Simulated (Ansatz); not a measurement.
The start is a relaxed Pt cell, doubled along one cell vector, shaken by Gaussian noise of σ = 0.08 Å a coordinate. A full variable-cell relaxation at zero pressure is run with PBE (plane waves to 420 eV, PAW, scalar-relativistic; Ansatz, a quantum-chemistry and plane-wave program). The first steps use a coarse 6×12×12 k-mesh.

Starting cell:
```yaml
crystal:
  lattice:
    - [5.24811, 0.00000, 0.00000]
    - [0.00000, 2.62406, 0.00000]
    - [0.00000, 0.00000, 2.62406]
  atoms:
    - { symbol: Pt, position: [0.97262, 0.99669, 0.98124] }
    - { symbol: Pt, position: [0.47556, 0.93752, 0.00007] }
```

Problem. Which atoms feel the largest initial force, and how large is it?

Solution. 0.16 eV/Å, on Pt1, Pt2 (atoms numbered as listed).

Problem. What band gap does the relaxed structure have at this level?

Solution. No gap (metallic).

Relaxed structure:

```cif
data_Pt
_chemical_formula_sum 'Pt1'
_space_group_name_H-M_alt 'Pm-3m'
_space_group_IT_number 221
_space_group_name_Hall '-P 4 2 3'
_cell_length_a 2.62406
_cell_length_b 2.62406
_cell_length_c 2.62406
_cell_angle_alpha 90.000
_cell_angle_beta 90.000
_cell_angle_gamma 90.000
loop_
_atom_site_label
_atom_site_type_symbol
_atom_site_symmetry_multiplicity
_atom_site_Wyckoff_symbol
_atom_site_fract_x
_atom_site_fract_y
_atom_site_fract_z
_atom_site_occupancy
Pt1 Pt 1 b 0.50000 0.50000 0.50000 1
```

Final values are on a 18×18×18 k-mesh of the relaxed cell. No spin polarisation in the result.

The run could not lose the symmetry of its start, so the end can be a saddle point.

The relaxed structure here is a generated cell of Pt: the first start was made by placing the elements on the sites of a structure type, and the end was not matched to a known phase here, so it may be hypothetical. Known forms of Pt include space group No. 225.
